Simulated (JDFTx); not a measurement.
Input for a modified build of JDFTx: In (SMILES [In+]), charge +1, multiplicity 1, vacuum; lengths in bohr, energies in hartree. JDFTx counts charge in electrons: elec-initial-charge is the number of excess electrons.

```
lattice \
  14.1729459347 0.0000000000 0.0000000000 \
  0.0000000000 14.1729459347 0.0000000000 \
  0.0000000000 0.0000000000 14.1729459347
coords-type Cartesian
ion In 0.0000000000 0.0000000000 0.0000000000 0
ion-species pseudo/in_pbe_v1.4.upf
elec-cutoff 30 150
elec-ex-corr gga-PBE
symmetries none
coulomb-interaction Isolated
coulomb-truncation-embed 0 0 0
elec-n-bands 6
elec-initial-charge -1
electronic-minimize nIterations 150 energyDiffThreshold 1e-7
dump-name s0.$VAR
dump End State Ecomponents EigStats BandEigs Forces ElecDensity IonicPositions
```

The minimisation and the closing blocks of the log:

```
ElecMinimize: Iter:   0  Etot: -58.147153431555452  |grad|_K:  2.210e-04  alpha:  1.000e+00
ElecMinimize: Iter:   1  Etot: -58.149437815402763  |grad|_K:  1.235e-04  alpha:  3.468e-01  linmin: -7.636e-03
ElecMinimize: Iter:   2  Etot: -58.150630332987689  |grad|_K:  6.314e-05  alpha:  5.809e-01  linmin:  1.134e-03
ElecMinimize: Iter:   3  Etot: -58.151045968456046  |grad|_K:  3.548e-05  alpha:  7.786e-01  linmin:  5.918e-04
ElecMinimize: Iter:   4  Etot: -58.151168563300175  |grad|_K:  1.948e-05  alpha:  7.269e-01  linmin:  2.515e-04
ElecMinimize: Iter:   5  Etot: -58.151200434362693  |grad|_K:  1.177e-05  alpha:  6.268e-01  linmin: -1.607e-04
ElecMinimize: Iter:   6  Etot: -58.151209210516754  |grad|_K:  7.203e-06  alpha:  4.726e-01  linmin:  2.917e-05
ElecMinimize: Iter:   7  Etot: -58.151212698591898  |grad|_K:  3.737e-06  alpha:  5.016e-01  linmin: -1.629e-04
ElecMinimize: Iter:   8  Etot: -58.151213756748021  |grad|_K:  1.714e-06  alpha:  5.653e-01  linmin: -3.447e-05
ElecMinimize: Iter:   9  Etot: -58.151213997808142  |grad|_K:  8.437e-07  alpha:  6.123e-01  linmin: -4.462e-05
ElecMinimize: Iter:  10  Etot: -58.151214058296055  |grad|_K:  4.473e-07  alpha:  6.342e-01  linmin: -4.500e-05
ElecMinimize: Iter:  11  Etot: -58.151214072133314  |grad|_K:  2.287e-07  alpha:  5.161e-01  linmin:  1.212e-04
ElecMinimize: Converged (|Delta Etot|<1.000000e-07 for 2 iters).

# Ionic positions in cartesian coordinates:
ion In   0.000000000000000   0.000000000000000   0.000000000000000 0

# Forces in Cartesian coordinates:
force In  -0.000000190323590  -0.000000097329980  -0.000001009364498 0

# Energy components:
       EH =       48.6229438167049111
     Eloc =     -120.8380946159512916
      Enl =        6.0307187610471811
      Exc =      -18.5923798384816301
 Exc_core =        8.2984020384425161
       KE =       18.3271957661049889
-------------------------------------
     Etot =      -58.1512140721333139


	eMin: -0.958479 at state 0 ( [ +0.000000 +0.000000 +0.000000 ] spin 0 )
	HOMO: -0.549047 at state 0 ( [ +0.000000 +0.000000 +0.000000 ] spin 0 )
```

The run took 12 electronic cycles; the highest occupied level lies at -14.94 eV from the vacuum level.
